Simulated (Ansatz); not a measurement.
Recipe of this trial structure of CaInC6N6: cyanide-bridged rock-salt net of two metals, 0 guest cations a cell (Fm-3m, No. 225). The dimensions are guesses.

```
CELL_PARAMETERS angstrom
0.00000 5.38100 5.38100
5.38100 0.00000 5.38100
5.38100 5.38100 0.00000
ATOMIC_POSITIONS crystal
Ca 0.50000 0.50000 0.50000
In 0.00000 0.00000 0.00000
C 0.81407 0.18593 0.18593
C 0.18593 0.81407 0.18593
C 0.18593 0.18593 0.81407
C 0.18593 0.81407 0.81407
C 0.81407 0.18593 0.81407
C 0.81407 0.81407 0.18593
N 0.70535 0.29465 0.29465
N 0.29465 0.70535 0.29465
N 0.29465 0.29465 0.70535
N 0.29465 0.70535 0.70535
N 0.70535 0.29465 0.70535
N 0.70535 0.70535 0.29465
```

These are results of DFT PBE, scalar-relativistic, plane waves, PAW in Ansatz 0.2.0, not measurements. Cutoff 420 eV, Gaussian smearing, Γ-centred meshes. Cell and atoms relax first on a coarse mesh and then on a finer one. In between, the cell is made exact in the group found at 0.06 Å. In metals the finer mesh still leaves noise of several meV/atom or more. The steps can't lower the symmetry of their start. No spin polarisation.

A guess keeps its type if space group and coordination stay and the shape of the cell changes little (axis ratios within about 15 %, angles within 6°); the volume may change.

Question: Does this structure survive the relaxation?

Answer: It keeps its type. The symmetry stays Fm-3m (No. 225). The volume per atom grows by 32.8 %, from 22.3 to 29.6 Å³. The shortest distance goes from 1.17 Å (C–N) to 1.16 Å (C–N). Counting neighbours within 15 % of an atom's shortest distance, the start has C 1, Ca 6, In 6, N 1 and the end C 1, Ca 6, In 6, N 1.

The last run used a 6×6×6 mesh for its 14-atom cell and Gaussian smearing of 0.10 eV. An odd number of electrons in the primitive cell allows no gap without spin; a larger cell or a magnetic state could open one. The cell is a metal run without spin; a magnetic state may lie lower. Symmetry constrained the relaxation, so the result can be a saddle point.
